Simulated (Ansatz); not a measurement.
The elements of this relaxed trial crystal are hidden behind letters.

```
lattice vectors (Å)
   3.1762    0.0000    0.0000
   0.0000    3.1762    0.0000
   0.0000    0.0000    8.9784
fractional positions
X 0.5000 0.5000 0.2401
X 0.0000 0.0000 0.5000
X 0.5000 0.5000 0.7599
Z 0.0000 0.0000 0.0000
Q 0.0000 0.0000 0.2462
Q 0.5000 0.5000 0.5000
Q 0.0000 0.0000 0.7538
Q 0.5000 0.5000 0.0000
```

All numbers below come from Ansatz, DFT PBE, scalar-relativistic, plane waves, PAW. The final run on the 8-atom cell used 420 eV, a Γ-centred 12×12×4 mesh, 0.10 eV smearing and no spin polarisation.

| Item | Value |
| --- | --- |
| Space group | P4/mmm (No. 123) |
| Conventional cell | a = 3.176 Å, c = 8.978 Å |
| Volume per atom | 11.32 Å³ |
| Density | 11.72 g/cm³ |
| Energy over the elements | −1.65 eV/atom |
| Gap on the 12×12×4 mesh of the 8-atom cell | 0 eV (a metal) |

Energies are uncorrected and count from the elements' standard states at the same level.

Question: X is a d-block element of period 6, Z is a d-block element of period 4 and Q is a p-block element of period 2. Which elements are they?

Answer: X = Hf, Z = Ti, Q = N, so the formula is Hf3TiN4. Density times volume gives a mean mass of 11.72 × 11.32/1.6605 = 79.9 u per atom, and this set has 79.9 u. Hf on a site of symmetry 4mm has 6 N at 2.16–2.33 Å, 4 Ti at 3.11 Å and 8 Hf at 3.18–3.24 Å; Ti has 6 N at 2.21–2.25 Å and 8 Hf at 3.11 Å; N on a site of symmetry 4mm is surrounded by 1 Ti at 2.21 Å and 5 Hf at 2.25–2.28 Å; 3 more sites not described. Other sets within the hints have nearly the same mass, so mass alone doesn't settle it; this one was computed.

Spin–orbit coupling, which can matter for Hf, is left out. A structure relaxed within its symmetry needn't be a true minimum.
